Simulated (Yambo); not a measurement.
Yambo run on MgTiF6 (space group R-3, No. 148). The wavefunctions are PBEsol (Quantum ESPRESSO, PseudoDojo norm-conserving, 84 Ry, scalar-relativistic) ones on a 2×2×2 mesh (32 occupied bands); a = 5.3688 Å, b = 5.3688 Å, c = 5.3688 Å, α = 58.13°, β = 58.13°, γ = 58.13°.

Yambo input:

```
rim_cut
gw0
dyson
el_el_corr
HF_and_locXC
ppa
em1d
RandQpts= 1000000
RandGvec= 1 Ry
EXXRLvcs= 84 Ry
VXCRLvcs= 336 Ry
Chimod= "HARTREE"
% BndsRnXp
 3 | 163 |
%
NGsBlkXp= 7 Ry
% LongDrXp
 1.0 | 1.0 | 1.0 |
%
PPAPntXp= 27.2114 eV
% GbndRnge
 1 | 71 |
%
GTermKind= "BG"
DysSolver= "n"
ExtendOut
% QPkrange
 1 | 1 | 32 | 33 |
 3 | 3 | 33 | 33 |
%
```

k points by index: 1 = Γ, 3 = F.

The o-*.qp file then holds:

```
#    K-point    Band    Eo [eV]    E [eV]    E-Eo [eV]    Vxc [eV]    Vnlxc [eV]    Sc|Eo [eV]    Sc|E [eV]    dSc/dw|Eo [eV]    Re(Z)    Im(Z)
#
    1    32    0.000000    -2.028929    -2.028929    -22.82371    -30.59556    5.239628    5.742921    -6.749452    0.801256    -0.001301
    1    33    4.887604    7.530091    2.642487    -21.49716    -13.13232    -5.083107    -5.722348    -6.581846    0.805225    -0.002305
    3    33    4.879024    7.533863    2.654839    -21.43614    -13.02720    -5.111877    -5.754094    -6.581769    0.805228    -0.002194
```
(The two width columns are left out.) Convergence of these settings isn't established.

Geometry of the Materials Project entry, not relaxed at this level.

The structure is a Materials Project entry; no match was found in the copy of COD used, and its stability was not checked.
